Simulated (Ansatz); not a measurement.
# Kick test of a cell of Sn₂Te

It was reached by relaxing an invented guess, and it needn't be the stable form of this composition.

Level of theory: DFT PBE, scalar-relativistic, plane waves, PAW in Ansatz. Settings: cutoff 420 eV, Γ-centred mesh 12×12×2 on the computed 9-atom cell, Gaussian smearing of 0.10 eV; no spin polarisation.

The cell below (9 atoms, space group P-3m1 (No. 164)) is relaxed within its symmetry.

```cif
data_structure
_symmetry_space_group_name_H-M 'P 1'
_symmetry_Int_Tables_number 1
_cell_length_a 4.5213
_cell_length_b 4.5213
_cell_length_c 16.1096
_cell_angle_alpha 90.000
_cell_angle_beta 90.000
_cell_angle_gamma 120.000
_cell_volume 285.19
loop_
_atom_site_label
_atom_site_type_symbol
_atom_site_fract_x
_atom_site_fract_y
_atom_site_fract_z
_atom_site_occupancy
Sn1 Sn 0.33333 0.66667 0.45554 1
Sn2 Sn 0.66667 0.33333 0.54446 1
Sn3 Sn 0.00000 0.00000 0.34344 1
Sn4 Sn 0.00000 0.00000 0.65656 1
Sn5 Sn 0.66667 0.33333 0.88533 1
Sn6 Sn 0.33333 0.66667 0.11467 1
Te1 Te 0.33333 0.66667 0.77063 1
Te2 Te 0.66667 0.33333 0.22937 1
Te3 Te 0.00000 0.00000 0.00000 1
```

For the test it was strained at random (σ = 1.5 % a component), the atoms were moved at random (σ = 0.10 Å), and all was relaxed again on a coarse 6×6×2 mesh (in the run’s order of axes) with 0.20 eV smearing, with no symmetry imposed.

Spin–orbit coupling, which can matter for Te, is left out.

Problem. Is the structure stable against such a distortion?

Solution. It doesn't return. The energy falls by 6 meV/atom on that mesh, the volume changes by 2.1 %, and the end has space group Cm (No. 8) at a loose tolerance. Relaxed again on an 8×8×2 mesh with 0.10 eV smearing, the new structure lies 6 meV/atom below the first (mesh in the axes of the run's cell; the cell below is made exact in the group named). Space group Cm (No. 8), monoclinic, a = 8.038 Å, b = 4.533 Å, c = 15.951 Å, β = 90.4°. Sn on its first site is surrounded by 5 Sn at 2.98–3.06 Å and 1 Sn at 3.47 Å; around Sn on its second site lie 4 Sn at 2.98–3.00 Å and 2 Sn at 3.33 Å; Sn on its third site is surrounded by 1 Te at 3.00 Å, 2 Sn at 3.06 Å, 2 Te at 3.37 Å and 1 Sn at 3.47 Å; Te on its first site is surrounded by 3 Sn at 3.06–3.07 Å and 3 Sn at 3.33–3.50 Å; 5 more sites not described.

```
Sn Te
1.0
     4.01914   -2.26668    0.00000
     4.01914    2.26668    0.00000
    -0.12257    0.00000   15.95064
Sn Te
6 3
Direct
  0.34761 0.34761 0.45597
  0.67756 0.67756 0.54282
  0.97570 0.97570 0.34443
  0.97622 0.97622 0.65676
  0.65564 0.65564 0.88629
  0.32080 0.32080 0.11599
  0.35131 0.35131 0.77022
  0.68087 0.68087 0.22823
  0.01814 0.01814 0.99930
```
